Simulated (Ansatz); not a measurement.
# Magnetic states of Sc$_{2}$MnB$_{2}$Rh$_{5}$

```
CELL_PARAMETERS angstrom
9.37100 0.00000 0.00000
0.00000 9.37100 0.00000
0.00000 0.00000 3.05900
ATOMIC_POSITIONS crystal
Sc 0.32430 0.82430 0.00000
Sc 0.17570 0.32430 0.00000
Sc 0.67570 0.17570 0.00000
Sc 0.82430 0.67570 0.00000
Mn 0.00000 0.00000 0.00000
Mn 0.50000 0.50000 0.00000
B 0.12380 0.62380 0.00000
B 0.37620 0.12380 0.00000
B 0.87620 0.37620 0.00000
B 0.62380 0.87620 0.00000
Rh 0.21896 0.07054 0.50000
Rh 0.92946 0.21896 0.50000
Rh 0.78104 0.92946 0.50000
Rh 0.07054 0.78104 0.50000
Rh 0.71896 0.42946 0.50000
Rh 0.42946 0.28104 0.50000
Rh 0.28104 0.57054 0.50000
Rh 0.57054 0.71896 0.50000
Rh 0.00000 0.50000 0.50000
Rh 0.50000 0.00000 0.50000
```

Method: r2SCAN in Ansatz 0.2.0, PAW datasets, plane waves to 500 eV, 3×3×10 Γ-centred mesh, fermi-dirac occupations of width 0.050 eV. The atoms are fixed and numbered as listed; spin is collinear, without spin-orbit coupling.

The cycle has several fixed points for this cell. Moments (μB):

```csv
state,Mn5,Mn6,other atoms together,size of the net moment a cell
A,0.00,0.00,0.00,0.00
B,3.91,3.91,1.16,8.40
C,3.93,-3.93,0.00,0.00
```

Site moments are taken in small spheres that don't touch (radius about 0.4 of the atom's shortest bond), so those of the magnetic atoms read low, and they needn't add up to the net moment. State A was run without spin polarisation.

**Question.** What is the order in energy at zero smearing?

**Answer.** State C (antiparallel, compensated) comes first by a margin too small to trust; B (parallel moments) lies 0.4 meV above it, A (without moments) lies 269 meV above it, all counted an atom of the cell. The two lowest differ by only 4.2 meV for each atom with a column above, which mesh or functional could overturn.

**Question.** Which states have a gap on the mesh, and what pressure does each exert on this cell?

**Answer.** A: no gap, -6.7 GPa; B: no gap, -2.5 GPa; C: no gap, -2.5 GPa (positive in compression). Moments take up room: without them the pressure is lower, so that state wants a smaller cell.

**Question.** How much does the cell gain by forming moments?

**Answer.** 269 meV an atom of the cell, or 2694 meV for each Mn atom, against state A, which has none. In a metal like this the level decides whether moments form at all, so this is no ordering energy.

The cell is that of a Crystallography Open Database entry, unchanged.

Caveats: only orders that fit this cell and collinear spins were tried, so the true order may need a larger cell or canted moments; atoms and cell are not relaxed, and each state would relax in its own way; r2SCAN overestimates the moments and magnetic energies of itinerant metals, and can make a paramagnetic metal magnetic; the k mesh is coarse, so differences of a few meV are uncertain where a state is a metal; one start a pattern, so a lower state of the same pattern may exist; the nearest magnetic pairs stand parallel in every state found, so their coupling isn't measured.
